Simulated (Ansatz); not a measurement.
Input file for Ansatz (a quantum-chemistry and plane-wave program):

Ansatz 0.2 input:
```yaml
crystal:
  lattice:
    - [5.7307321468, 0.0, 0.0]
    - [-2.8653660734, 4.9629596214, 0.0]
    - [0.0, 0.0, 4.2660860382]
  atoms:
    - { symbol: Al, position: [0.3333333333, 0.6666666667, 0.0] }
    - { symbol: Al, position: [0.6666666667, 0.3333333333, 0.0] }
    - { symbol: La, position: [0.0, 0.0, 0.0] }
    - { symbol: Ag, position: [0.5, 0.0, 0.5] }
    - { symbol: Ag, position: [0.5, 0.5, 0.5] }
    - { symbol: Ag, position: [0.0, 0.5, 0.5] }
kpoints:
  mp_grid: { grid: [8, 8, 10] }
hamiltonian:
  xc: r2scan
  pseudopotentials: { kind: paw }
scf:
  occupations: { method: gaussian, width: 0.1 }
checkpoint: { read: metal.run }
output: { write_density: true, elf: true, volumetric_format: npy }
basis: { fft_grid_basis: typed }
```

Output (shortened):

```
Pseudopotentials: kind: paw
Pseudopotential: Al, paw, valence charge 3
Pseudopotential: La, paw, valence charge 11
Pseudopotential: Ag, paw, valence charge 19
Functional definition: r2SCAN
Crystal: 6 atoms, lattice volume = 121.333 Å³
Basis set: ecut = 500 eV, 3075 PW (Γ), exchange–correlation on 180×180×128 points (64 copies of the dense FFT grid, shifted against one another)
Bands: 45, of which v1, the nominal top of the filled ones, is band 37 counted from 1 (36 counted from 0)
Symmetry: 24 space group operations
Space group: P6/mmm (ITA 191), of the structure as read, at distance tolerance 5.0e-5 Å
k-points: 60 of 640
PAW frozen core: Al, regenerated for the run's functional
PAW frozen core: La, regenerated for the run's functional
PAW frozen core: Ag, regenerated for the run's functional
Initial density: read from a saved state, or passed on in memory by an earlier SCF of this step, an earlier step, the calling program or the single point that …
Stability of the state it starts from, as read at its close in the unpolarized treatment …
Initial wavefunctions: pseudopotential atomic-orbital guess
Eigensolver: davidson
Functional: x = r2scan, c = r2scan; τ floored in thin density (d = 2e-4 eV/Å³)
iter 1 solved again at ethr=1.17e-7 eV; its pass at ethr=3.10e-3 eV (dr2=8.63e-5 eV) is discarded
SCF iter   1: F=—  HF=-30158.989834 eV  |F-HF|=—  |Δ(HF+E_count)|=         —  Δρ=4.88e-7  dr2=1.97e-10  dr2_τ=4.56e-11  ethr=1.17e-7  ⟨swp⟩=3.0  Hψ=16633  notcnv=0
all-band conjugate gradients solve this SCF's bands
preconditioner: auto → Kerker (q_TF=auto, 2.512 Å⁻¹)
SCF iter   2: F=-30158.989834 eV  HF=-30158.989834 eV  |F-HF|=1.46e-11  |Δ(HF+E_count)|=   8.18e-9  Δρ=2.25e-7  dr2=2.64e-11  dr2_τ=4.07e-11  ethr=1.00e-12  ⟨swp⟩=7.6  Hψ=12068  notcnv=0
SCF 1 converged in 2 iterations: F = -30158.989834 eV  dr2 = 2.64e-11
SCF converged after 2 iterations
Free energy (F): -30158.989834 eV
Harris-Foulkes:  -30158.989834 eV  (|F-HF|=1.46e-11)
Internal energy: -30158.974215 eV  (E = F + TS)
E sigma→0 (E₀):  -30158.982024 eV
Entropy (-TS):   -0.015619 eV (-2.603 meV/atom)
Fermi energy:    12.954774 eV
--- Per-component energies (eV) ---
  E_band       = -1030.809273
  E_kinetic    = 1817.160640
  E_local      = -10005.937627  (includes V_loc(G=0)·N_el)
  E_nonlocal   = 349.250659
  E_hartree    = 4547.744577
  E_xc         = -742.489176
  E_vxc        = -1016.121155  (∫ρ·V_xc dr)
  E_paw        = -18143.529691  (= ΣΔE_a)
  E_vpaw       = -1339.732954  (= ΣTr[D̂ρ^β])
  E_aug_tail   = 0.000180  (compensation charges beyond the density's cutoff)
  E_vtau       = 69.082275  (kinetic-family band-sum trace: ∫τ·v_τ [+ j·A + Jᵃ·Aᵃ] dr)
  E_ewald      = -7979.594141
  E_core_change = -1.579636  (= ΣΔE_core)
  E_smearing   = -0.015619  (= −TS)
  E_closure    =  0.000000  (closes the sum)
  Σ components = -30158.989834   (vs F -30158.989834, Δ=0.00e0)
  [band-id]    e_kinetic+e_local+e_nonlocal+2·e_hartree+e_vxc+e_vpaw+e_augmentation_tail+e_vtau = -1030.808829   (vs E_band -1030.809273, Δ=4.45e-4)
--- Band table (eV; the first three rows and the last of 60) ---
  k-point 0: bands = ["-82.3590", "-82.3488", "-82.3488", "-45.0303", "-44.9966", "-44.9828", "-44.9828", "-44.9342", "-44.9342", "-44.8555", "-44.8555", "-44.8279", "-21.2152", "-4.5362", "-4.5362", "-4.3533", "3.7347", "6.1233", "6.1408", "6.6162", "6.6162", "7.0540", "7.0540", "7.0765", "7.1939", "7.1939", "8.2310", "8.2310", "8.2744", "8.3972", "8.3972", "8.8516", "9.3355", "11.5870", "11.5870", "12.1537", "13.0950", "13.0950", "13.2127", "14.8022", "14.8022", "14.8730", "14.8730", "14.9411", "15.0543"]
  k-point 1: bands = ["-82.3590", "-82.3488", "-82.3488", "-45.0303", "-44.9967", "-44.9828", "-44.9828", "-44.9342", "-44.9342", "-44.8555", "-44.8555", "-44.8279", "-21.2139", "-4.5345", "-4.5345", "-4.3773", "3.8304", "6.0326", "6.1409", "6.6430", "6.6430", "7.1070", "7.1070", "7.1077", "7.1877", "7.1877", "8.2281", "8.2281", "8.2682", "8.3992", "8.3992", "9.0474", "9.3356", "11.4309", "11.5155", "11.5155", "13.0151", "13.0151", "13.7259", "14.8090", "14.8090", "14.8489", "14.8489", "14.9470", "15.0332"]
  k-point 2: bands = ["-82.3590", "-82.3488", "-82.3488", "-45.0302", "-44.9968", "-44.9829", "-44.9829", "-44.9342", "-44.9342", "-44.8555", "-44.8555", "-44.8279", "-21.2105", "-4.5300", "-4.5300", "-4.4392", "4.1105", "5.8312", "6.1367", "6.6957", "6.6957", "7.1721", "7.1721", "7.1855", "7.2816", "7.2816", "8.2212", "8.2212", "8.2520", "8.4056", "8.4056", "9.3358", "9.5586", "10.2830", "11.2975", "11.2975", "12.8040", "12.8040", "14.3652", "14.7733", "14.7733", "14.8410", "14.8410", "14.9367", "14.9621"]
  k-point 59: bands = ["-82.3546", "-82.3532", "-82.3488", "-44.9912", "-44.9893", "-44.9833", "-44.9832", "-44.9672", "-44.9162", "-44.8738", "-44.8523", "-44.8451", "-21.2010", "-4.5807", "-4.5420", "-4.5331", "5.7353", "5.9255", "6.5652", "7.0257", "7.0311", "7.0900", "7.4524", "7.5649", "7.6438", "7.6547", "7.8089", "7.8832", "7.9232", "8.0046", "8.4306", "8.5997", "8.9999", "9.0263", "9.2741", "10.9987", "11.8990", "14.2573", "14.3467", "14.3992", "14.7333", "14.7617", "14.8777", "14.9293", "15.0997"]
  band table: 45 of 45 bands, residual norms ≤ 1.0e-3 eV
```

Cost: roughly 30 core-seconds on shared cores.

The workflow started from an entry of the Crystallography Open Database (COD). Whether it is the stable phase at ambient conditions was not checked. The r²SCAN relaxation kept the symmetry of its start; its stability against distortions is not shown here. The run is not spin-polarised. Axis ratios of metals converge slowly with the k-mesh, so a and c are less sure than the volume. Scalar-relativistic: spin–orbit coupling is off unless named, which matters more the heavier the elements.

Potentials: the later of the program's two PAW sets.

Ansatz is a plane-wave DFT program.
